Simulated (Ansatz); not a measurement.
## Is this Cd5O2 structure a true minimum?

The cell was found from a proposed guess, not taken from experiment.

The calculation used Ansatz, DFT PBE, scalar-relativistic, plane waves, PAW. Plane waves to 420 eV, a k mesh through Γ of 12×12×4 on the computed 7-atom cell and Gaussian smearing (0.10 eV); no spin polarisation.

The cell below (7 atoms, space group P-3m1 (No. 164)) is relaxed within its symmetry.

```
CELL_PARAMETERS angstrom
3.35748 0.00000 0.00000
-1.67874 2.90766 0.00000
0.00000 0.00000 12.75651
ATOMIC_POSITIONS crystal
Cd 0.00000 0.00000 0.00000
Cd 0.33333 0.66667 0.21985
Cd 0.66667 0.33333 0.78015
Cd 0.66667 0.33333 0.40707
Cd 0.33333 0.66667 0.59293
O 0.33333 0.66667 0.89096
O 0.66667 0.33333 0.10904
```

For the test it was strained at random (σ = 1.5 % a component), the atoms were moved at random (σ = 0.15 Å), and all was relaxed again on a coarse 6×6×2 mesh (in the run’s order of axes) with 0.20 eV smearing, with no symmetry imposed.

Problem. Is the structure stable against such a distortion?

Solution. It returns, within 2 meV/atom of the unmoved cell on that mesh and with the same symmetry when read at 0.1 Å (P1 at 0.01 Å, so small strains and shifts remain). No instability shows in this cell; modes of other wave vectors, which need another repeat, aren't tested.
